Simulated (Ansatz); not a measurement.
AlGaAs2, first-principles data

AlGaAs$_{2}$:
```xyz
4
Lattice="2.0060 1.1582 6.5497 -2.0060 1.1582 6.5497 0.0000 -2.3163 6.5497" Properties=species:S:1:pos:R:3 pbc="T T T"
Al     0.0000     0.0000    19.6435
Ga     0.0000     0.0000     9.8285
As     0.0000     0.0000     2.4536
As     0.0000     0.0000    12.2854
```

Space group R3m (No. 160); conventional cell a = b = 4.012 Å, c = 19.649 Å, α = β = 90.00°, γ = 120.00°.

Method: DFT-r²SCAN in the program Ansatz with PAW potentials. Structure relaxed to zero pressure with the same functional. Other levels are named where they apply.

**Cell and energy**

Volume per atom: 22.83 Å³
Density: 4.48 g/cm³

**Electronic structure**

* **Band gap**: 1.34 eV (direct)
* **Valence-band maximum**: at Γ
* **Conduction-band minimum**: at Γ
* **Electron effective mass**: 0.078, 0.078, 0.13 mₑ (principal values)
* **Electron effective mass with spin–orbit coupling**: 0.077, 0.077, 0.13 mₑ (principal values)
* **Hole effective mass, band 1 of 2 at the edge**: 0.57 along x, 1.0 along z (mₑ)
* **Hole effective mass, band 2 of 2 at the edge**: 0.081 along x, 1.0 along z (mₑ)
* **Hole effective mass with spin–orbit coupling**: 0.14, 0.14, 1.0 mₑ (principal values)
* **Gap with spin–orbit coupling**: 1.24 eV

**Mechanics**

Bulk modulus (Birch–Murnaghan fit): 74.0 GPa
Pressure derivative B′: 4.4

**Charges**

Bader charges: Al +2.08, Ga +0.77, As -1.76 to -1.10 e

The workflow started from a Materials Project entry (that database holds measured and hypothetical structures alike); the Crystallography Open Database copy checked does not list it. With Al and Ga taken as one species the cell has the higher symmetry F-43m, so it may be an ordered model of a mixed-site phase. Its standing as an ambient phase is unchecked. Symmetry was held in the r²SCAN relaxation; whether a distortion lowers the energy is not shown. Spin–orbit coupling is left out wherever it is not named.

Potentials: the later of the program's two PAW sets.
